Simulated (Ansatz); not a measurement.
Input:

La2O3:
```xyz
5
Lattice="3.8831 0.0000 0.0000 -1.9416 3.3629 0.0000 0.0000 0.0000 5.9510" Properties=species:S:1:pos:R:3 pbc="T T T"
La     1.9416     1.1210     4.4991
La     0.0000     2.2419     1.4519
O      1.9416     1.1210     2.1031
O      0.0000     2.2419     3.8479
O      0.0000     0.0000     0.0000
```

This is the LDA-relaxed structure.

All from the program Ansatz at the LDA level (PAW), unless another level is named. Give the band gap.

3.73 eV (indirect).

What about the electron effective mass?

1.3 mₑ (isotropic).

Predict the valence-band maximum.

on the H–A line, 23 % of the way from H.

And the weight of the conduction-edge state by species (Voronoi cells)?

O 51 %, La 49 %.

Give the weight of the valence-edge state by species (Voronoi cells).

O 89 %, La 11 %.

What about the conduction-band minimum?

at K (2 equivalent valleys).

Space group P-3m1 (La2O3 or Ni2Al3 type). Symmetry was held in the LDA relaxation; phonons on a q-mesh show no instability. Spin–orbit coupling is left out wherever it is not named.

Potentials: the earlier of the program's two PAW sets.
